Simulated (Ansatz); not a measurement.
Tl₃CoCl₅: which magnetic order is lowest?

```
Tl Co Cl
1.0
    -4.21550    4.21550    7.24850
     4.21550   -4.21550    7.24850
     4.21550    4.21550   -7.24850
Tl Co Cl
6 2 10
Direct
  0.25000 0.25000 0.00000
  0.75000 0.75000 0.00000
  0.16000 0.66000 0.82000
  0.66000 0.84000 0.50000
  0.84000 0.34000 0.18000
  0.34000 0.16000 0.50000
  0.75000 0.25000 0.50000
  0.25000 0.75000 0.50000
  0.00000 0.00000 0.00000
  0.50000 0.50000 0.00000
  0.81000 0.31000 0.80000
  0.31000 0.51000 0.50000
  0.51000 0.01000 0.20000
  0.01000 0.81000 0.50000
  0.69000 0.49000 0.50000
  0.19000 0.69000 0.20000
  0.99000 0.19000 0.50000
  0.49000 0.99000 0.80000
```

Computed with plane-wave PAW DFT (Ansatz 0.2.0): r2SCAN with U_eff = 3.0 eV on Co d (all-electron-ortho-atomic projectors), 500 eV cutoff, 4×4×4 Γ-centred mesh, fermi-dirac occupations of width 0.050 eV. The atoms are fixed and numbered as listed; spin is collinear, without spin-orbit coupling.

Different starts of the self-consistent cycle ended in different solutions. Their moments in μB:

```
state   Co7    Co8  other atoms together  size of the net moment a cell
    A  2.54   2.54                  0.37                           6.00
    B  2.54  -2.54                  0.00                           0.00
    C  0.00   0.00                  0.00                           0.00
```

Site moments are taken in small spheres that don't touch (radius about 0.4 of the atom's shortest bond), so those of the magnetic atoms read low, and they needn't add up to the net moment. State C was run without spin polarisation.

What is the order in energy at zero smearing?

State B (antiparallel, compensated) comes first by a margin too small to trust; A (parallel moments) is level with it, C (without moments) lies 430 meV above it, all counted an atom of the cell. The two lowest differ by only 0.9 meV for each atom with a column above, which mesh or functional could overturn.

Which states have a gap on the mesh, and what pressure does each exert on this cell?

A: gap 3.13 eV, 0.9 GPa; B: gap 3.39 eV, 0.9 GPa; C: no gap, -0.6 GPa (positive in compression).

What does magnetism gain here?

430 meV an atom of the cell, or 3868 meV for each Co atom, against state C, which has none. A run without spin would miss this and give wrong energies and forces. That state isn't the paramagnet, which keeps its moments, so this is no ordering energy, and a U raises it further by its penalty on part-filled orbitals.

The cell is that of a Crystallography Open Database entry, unchanged.

Caveats: only orders that fit this cell and collinear spins were tried, so the true order may need a larger cell or canted moments; atoms and cell are not relaxed, and each state would relax in its own way; the U is a value in common use, not computed for this crystal; the k mesh is coarse, so differences of a few meV are uncertain where a state is a metal; one start a pattern, so a lower state of the same pattern may exist; the atoms stand off equilibrium, with forces up to 0.8 eV/Å.
